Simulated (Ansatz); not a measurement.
Consider the following.

CuI$_{2}$:
```cif
data_CuI2
_chemical_formula_sum 'Cu1 I2'
_space_group_name_H-M_alt 'P 1'
_space_group_IT_number 1
_cell_length_a 5.07206
_cell_length_b 5.07206
_cell_length_c 4.23879
_cell_angle_alpha 90.000
_cell_angle_beta 90.000
_cell_angle_gamma 90.000
loop_
_space_group_symop_operation_xyz
  'x, y, z'
loop_
_atom_site_label
_atom_site_type_symbol
_atom_site_fract_x
_atom_site_fract_y
_atom_site_fract_z
_atom_site_occupancy
Cu1 Cu 0.00000 0.00000 0.00000 1
I1 I 0.00000 0.50000 0.00000 1
I2 I 0.50000 0.00000 0.00000 1
```

This is the LDA-relaxed structure.

Problem. All from LDA (plane waves, PAW; program Ansatz), unless another level is named. Give the electronic character.

Solution. metallic (no gap).

Problem. Predict the density of states at the Fermi level.

Solution. 0.44 states/eV per atom (mean over ±0.08 eV).

Problem. And the formation energy from the elements (no fitted shifts)?

Solution. 0.20 eV/atom.

Space group P4/mmm. The workflow started from a Materials Project entry (that database holds measured and hypothetical structures alike); the Crystallography Open Database copy checked does not list it. Whether it is the stable phase at ambient conditions was not checked. Symmetry was held in the LDA relaxation. At this level the phase is dynamically unstable (imaginary phonons). No spin polarisation was allowed. Its formation energy is positive at this level, so the cell may be metastable or incomplete. A crystal of weakly bound layers computed without a dispersion correction: the cell and the soft elastic constants depend strongly on that. With an odd number of electrons in the cell and no spin polarisation, the count alone makes it a metal. The references are the lowest solids computed at this level, not always the standard phases. Spin–orbit coupling is left out wherever it is not named.

Potentials: the later of the program's two PAW sets.
